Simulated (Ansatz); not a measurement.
P (diamond, Fd-3m) under volume change, PBE in the plane-wave PAW code Ansatz, scaled uniformly.

| V (Å³/atom) | E − E(relaxed) (meV/atom) | P (GPa) |
|---|---|---|
| 18.881 | 23.4 | 4.39 |
| 19.503 | 9.7 | 2.69 |
| 20.125 | 2.3 | 1.20 |
| 20.748 | 0.0 | 0.00 |
| 21.370 | ___ | ___ |
| 21.993 | ___ | ___ |
| 22.615 | 20.2 | -3.19 |

Problem. What belongs in the gaps?

Solution. 
- 21.993, E − E(relaxed) (meV/atom): 9.4
- 21.993, P (GPa): -2.36
- 21.370, E − E(relaxed) (meV/atom): 2.3
- 21.370, P (GPa): -1.22

Problem. What does a third-order Birch–Murnaghan fit give for V₀, B₀ and B′?

Solution. V₀ = 20.71 Å³/atom, B₀ = 41.5 GPa, B′ = 2.9.

The start of the workflow was typed in or built on a structure type; neither database checked (COD, Materials Project) lists it. It is not the phase usual at ambient conditions (space group No. 64). The cell was relaxed with PBE under the symmetry of its start; whether a distortion lowers the energy is not shown.

Potentials: the later of the program's two PAW sets.
